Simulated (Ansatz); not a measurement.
SnS:
```yaml
crystal:
  lattice:
    - [10.98688, 0.00000, 0.00000]
    - [0.00000, 3.95239, 0.00000]
    - [0.00000, 0.00000, 4.18742]
  atoms:
    - { symbol: Sn, position: [0.61796, 0.25000, 0.39017] }
    - { symbol: Sn, position: [0.38204, 0.75000, 0.60983] }
    - { symbol: Sn, position: [0.88204, 0.75000, 0.89017] }
    - { symbol: Sn, position: [0.11796, 0.25000, 0.10983] }
    - { symbol: S, position: [0.35385, 0.25000, 0.02627] }
    - { symbol: S, position: [0.64615, 0.75000, 0.97373] }
    - { symbol: S, position: [0.14615, 0.75000, 0.52627] }
    - { symbol: S, position: [0.85385, 0.25000, 0.47373] }
```

Relaxed with LDA.

Problem. Decompose the optical modes at the zone centre into irreducible representations, and say which are infrared and Raman allowed.

Solution. Point group mmm: Γ_opt = 4Ag + 2Au + 2B1g + 3B1u + 4B2g + B2u + 2B3g + 3B3u. Infrared: B1u, B2u, B3u. Raman: Ag, B1g, B2g, B3g.

Problem. Assign frequencies (DFPT, LDA in the plane-wave PAW code Ansatz; without the LO–TO term).

Solution. Ag 40, B3g 49, Au 55, B3u 65, B1g 68, B2g 70, B2g 80, Ag 93, B1u 98, B2u 140, B3g 163, B1u 174, B3u 181, Ag 190, Au 193, B1g 208, B3u 212, B2g 221, Ag 224, B1u 225, B2g 276 cm⁻¹.

Subscripts of B labels follow the axes of the standard setting.

Space group Pnma. The LDA relaxation kept the symmetry of its start; of distortions, only those at the zone centre were tested. A crystal of weakly bound layers computed without a dispersion correction: the cell and the soft elastic constants depend strongly on that. Scalar-relativistic: spin–orbit coupling is off unless named, which matters more the heavier the elements.

Potentials: the earlier of the program's two PAW sets.
